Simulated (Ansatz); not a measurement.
CdTe (zinc blende)

```cif
data_CdTe
_chemical_formula_sum 'Te1 Cd1'
_space_group_name_H-M_alt 'P 1'
_space_group_IT_number 1
_cell_length_a 4.58856
_cell_length_b 4.58856
_cell_length_c 4.58856
_cell_angle_alpha 60.000
_cell_angle_beta 60.000
_cell_angle_gamma 60.000
loop_
_space_group_symop_operation_xyz
  'x, y, z'
loop_
_atom_site_label
_atom_site_type_symbol
_atom_site_fract_x
_atom_site_fract_y
_atom_site_fract_z
_atom_site_occupancy
Te1 Te 0.75000 0.75000 0.75000 1
Cd1 Cd 0.00000 0.00000 0.00000 1
```

E(V) scan at fixed shape, V₀ the volume above. Symmetry pins the atoms to their sites.

The numbers are results of PBEsol (plane waves to 420 eV, PAW, scalar-relativistic; Ansatz, a first-principles code), not measurements. k mesh 9×9×9 (Γ-centred), Fermi-Dirac smearing 0.05 eV. E stands for the smeared free energy. Compression counts positive. CdTe was relaxed with its symmetry unable to fall. Spin-orbit coupling is left out, though Te is heavy. The zero of ΔE is the relaxed starting cell.

**Question.** Predict the ΔE (eV/atom) and P (GPa) at V/V₀ = 0.900, 0.925, 0.950, 0.975, 1.025, 1.050, 1.075, 1.100.

**Answer.** 
```csv
V/V₀,ΔE (eV/atom),P (GPa)
0.900,0.0540,5.61
0.925,0.0288,3.89
0.950,0.0122,2.40
0.975,0.0029,1.11
1.025,0.0026,-0.96
1.050,0.0100,-1.80
1.075,0.0216,-2.51
1.100,0.0367,-3.14
```

(A scan under strain: stresses follow from slopes of the energy per volume, elastic moduli from its curvatures.)
